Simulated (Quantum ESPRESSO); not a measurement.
Hf4In2TiW, one composition in several site orders

Computed values, not a measurement. The program is pw.x of Quantum ESPRESSO 7.5 (plane-wave density functional theory). The cell is made up: eight metal atoms on a hexagonal close-packed lattice, with elements, volume, strain and displacements drawn at random and not relaxed, so it may be unstable or far from any real phase. PseudoDojo standard norm-conserving files set the functional (PBE unless stated); there is no spin polarisation or spin-orbit coupling, the Fermi-Dirac width of 0.25 eV means electrons at about 2900 K, and the masses in the input are unused placeholders. Heavy elements are run without spin-orbit coupling, which real alloys of them have. A spin test at this wide smearing found no moment, but such smearing suppresses magnetism that the real alloy may have.

The runs put one composition on the sites in different orders. Cell, positions, cutoff, mesh and smearing stay as in the input of run 1; sites are counted in its order. Stress in the tables is positive in tension.

Input of run 1:

```
&control calculation='scf', pseudo_dir='./dojo.nc.sr.pbe.v0_5.standard.upf', outdir='./o', disk_io='minimal', tprnfor=.true., tstress=.true. /
&system ibrav=0, nat=8, ntyp=4, nbnd=66, ecutwfc=84.00895049, nosym=.true., tot_charge=0,
 occupations='smearing', smearing='fd', degauss=0.0183746611
/
&electrons conv_thr=1.470e-08, electron_maxstep=70, mixing_beta=0.5 /
ATOMIC_SPECIES
Hf 1.0 Hf.upf
In 1.0 In.upf
Ti 1.0 Ti.upf
W 1.0 W.upf
CELL_PARAMETERS angstrom
-3.2121 0.0108 0.0277
0.0248 5.659 -5.1295
0.0622 -5.5844 -5.0472
ATOMIC_POSITIONS angstrom
Hf -0.0059 0.0159 0.0119
In 0.0153 1.8991 -2.5355
Ti 0.0458 0.0318 -5.1179
Hf 0.0431 1.9506 -7.6028
W -1.5784 -0.9165 -2.5142
In -1.5829 -2.7383 -5.0415
Hf -1.4954 -0.8718 -7.6142
Hf -1.5649 2.8624 -5.0508
K_POINTS automatic
7 3 3 1 1 1
```

| run | elements on sites 1 to 8 | free energy less that of run 1 (eV) | -TS (eV) | pressure (GPa) | stress xx (GPa) | stress yy (GPa) | stress zz (GPa) | stress yz (GPa) | stress xz (GPa) | stress xy (GPa) | iterations |
| --- | --- | --- | --- | --- | --- | --- | --- | --- | --- | --- | --- |
| 1 | Hf In Ti Hf W In Hf Hf | 0.000 | -1.937 | -8.40 | 9.65 | 9.98 | 5.57 | -0.30 | -0.18 | -0.38 | 18 |
| 2 | Hf W Hf In Hf Hf In Ti | -0.169 | -2.002 | -8.55 | 8.92 | 8.84 | 7.90 | -0.38 | -0.38 | -0.16 | 16 |
| 3 | Hf In W Hf In Hf Ti Hf | -0.178 | -1.937 | -8.62 | 8.67 | 10.13 | 7.07 | -0.58 | -0.44 | -0.30 | 20 |
| 4 | Hf In Hf Hf Ti Hf W In | -0.124 | -1.971 | -8.47 | 8.91 | 9.85 | 6.65 | -0.82 | -0.15 | -0.15 | 18 |
| 5 | Ti Hf Hf W Hf In In Hf | -0.068 | -1.926 | -8.60 | 9.08 | 11.20 | 5.53 | -1.59 | -0.59 | -0.12 | 18 |
| 6 | Hf Hf W Hf In In Ti Hf | -0.096 | -1.856 | -9.37 | 9.34 | 11.43 | 7.33 | 1.02 | -0.50 | -0.14 | 18 |

Forces Fx Fy Fz (eV/Å):

| site | run 1 | run 2 | run 3 | run 4 | run 5 | run 6 |
| --- | --- | --- | --- | --- | --- | --- |
| 1 | 0.03 -0.55 -0.74 | 0.02 -0.06 -0.51 | 0.09 -0.20 0.58 | 0.08 -0.56 0.63 | 0.05 0.33 0.29 | 0.10 -0.24 0.52 |
| 2 | 0.03 -0.82 -0.46 | -0.02 -0.78 -0.12 | -0.01 0.11 -0.30 | -0.05 0.01 0.11 | 0.01 -0.47 -0.17 | -0.03 -0.08 -0.61 |
| 3 | 0.05 -0.19 0.60 | 0.08 0.41 0.80 | -0.10 0.01 -0.44 | -0.07 -0.53 -0.52 | 0.05 0.77 0.06 | -0.03 0.90 -0.54 |
| 4 | 0.03 0.53 0.09 | 0.01 0.24 0.18 | 0.00 -0.75 0.24 | -0.05 -0.32 -0.28 | 0.02 -0.10 0.39 | 0.01 -0.80 0.66 |
| 5 | 0.02 -0.10 0.36 | -0.01 1.17 0.12 | -0.04 0.02 -0.47 | -0.07 0.06 -0.28 | -0.01 -0.25 0.33 | -0.04 0.20 -0.33 |
| 6 | 0.02 0.56 0.53 | 0.02 -0.22 -0.84 | 0.05 0.86 -0.17 | 0.06 0.52 0.03 | 0.08 -0.46 0.76 | 0.08 0.49 -0.25 |
| 7 | -0.15 0.44 0.18 | -0.11 -0.73 -0.20 | 0.04 0.47 0.54 | 0.10 0.34 0.41 | -0.11 0.55 -0.67 | -0.05 0.32 0.44 |
| 8 | -0.03 0.12 -0.56 | 0.02 -0.04 0.57 | -0.03 -0.51 0.02 | 0.01 0.47 -0.11 | -0.09 -0.37 -0.99 | -0.04 -0.80 0.12 |

The sites are displaced and not relaxed, so the energy differences hold strain from misfit and are not ordering energies. A rerun of one cell of this series at a higher cutoff and on a denser mesh moved values by no more than 0.004 eV in energy, 0.03 GPa in stress and 0.009 eV/Å in force, and a second program with other atomic files agreed on that cell to 2 % rms in force and 0.5 GPa in pressure.